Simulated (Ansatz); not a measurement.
**Be3TeF4: stable or not**

It was reached by relaxing an invented guess, and it needn't be the stable form of this composition.

These are results of DFT PBE, scalar-relativistic, plane waves, PAW (Ansatz 0.2.0), not measurements. Plane waves to 420 eV, a 6×4×4 mesh through Γ for the 8-atom cell and 0.02 eV Gaussian smearing; no spin polarisation.

```xyz
8
Lattice="4.5194 0.0000 0.0000 1.9629 5.4830 0.0000 1.9972 0.9290 5.6757" Properties=species:S:1:pos:R:3 pbc="T T T"
Be    2.2075    3.6469    0.9194
Be    4.9814    0.5141    2.5630
Be    6.4533    5.8784    5.5027
Te    2.6693    1.2933    1.5176
F     5.2755    3.7443    0.4035
F     4.9451    0.8084    4.0708
F     5.0193    5.2890    5.4659
F     2.3667    4.4737    2.2599
```

Energies over the elements count from the elements' standard structures at the same level (F₂ as a molecule), with no fitted energy shifts.

Q: These tests were run: energy against the elements; phonons on a 2×1×1 q mesh; elastic tensor. What do they show?

A:

```csv
test,result
energy against the elements,−2.432 eV/atom
phonons on a 2×1×1 q mesh,"no imaginary mode on the mesh, but the interpolation dips to 41i cm⁻¹ between its points"
elastic tensor,least eigenvalue 9 GPa
```

It fails none of these tests outright. Other phases of the system weren't compared here, so this isn't yet thermodynamic stability. Undecided within the accuracy: phonons on a 2×1×1 q mesh.

These runs have no spin–orbit coupling, which can matter for Te. The reference form of Te is held partly by dispersion forces, which this level lacks. The run for the phonons used a 6×4×4 k mesh. The run for the elastic tensor used a 6×4×4 k mesh.
